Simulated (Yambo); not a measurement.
CsHgF3 (cubic perovskite, space group Pm-3m, No. 221), G0W0@LDA in Yambo; all else as in the reference (4×4×4 Γ-centred k mesh, bands 5 to 147 and a 7 Ry block in the screening, 147 bands in G with the Bruneval-Gonze terminator, plasmon pole fitted at 27.2 eV). One parameter is varied: the cutoff of the wavefunctions in Yambo, over 10, 20, 30, 50, 84 Ry.

Question: From which value on does the gap R → Γ stay within 0.05 eV of the largest setting?

Answer: From 50 Ry on.
```
cutoff of the wavefunctions in Yambo (Ry)  G0W0 gap (eV)  valence shift (eV)
-----------------------------------------  -------------  ------------------
10                                                  1.28                0.30
20                                                  2.13               -0.68
30                                                  2.40               -0.93
50                                                  2.47               -1.00
84                                                  2.47               -1.00
```
The last step of the sweep still moves the gap by 3 meV; the other settings are held fixed.

Spin-orbit coupling is not included.

Geometry of the Materials Project entry, not relaxed at this level; primitive cell a = 4.5954 Å, b = 4.5954 Å, c = 4.5954 Å, α = 90.00°, β = 90.00°, γ = 90.00°.

A shift is the quasiparticle energy of the state minus its LDA energy.
